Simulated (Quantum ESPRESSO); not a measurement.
Space group F-43m (No. 216); a = 6.523 Å, b = 6.523 Å, c = 6.523 Å, α = 90.00°, β = 90.00°, γ = 90.00°

```csv
atom,site,symmetry,x,y,z
In,4a,-43m,0.0000,0.0000,0.0000
Sb,4c,-43m,0.2500,0.2500,0.2500
```
(The calculation used a cell of 2 atoms; values per cell refer to that cell.)

Cell and atoms were relaxed with PBEsol from Materials Project entry mp-20012, within its symmetry.

Question: What does PBE (stringent potentials; pw.x of Quantum ESPRESSO, ONCV potentials, no spin-orbit coupling) give for the electronic structure near the Fermi level?

Answer: At this level the gap is closed or nearly so: along the path the highest valence and lowest conduction bands touch, or overlap by less than 0.6 eV, a zero-gap or semimetallic result; the valence top lies at Γ, the conduction bottom at Γ. Semilocal functionals close the gaps of some narrow-gap semiconductors, so this alone doesn't show that the compound has none. Spin-orbit coupling is left out, which matters for elements this heavy: edges can move by tenths of an eV.
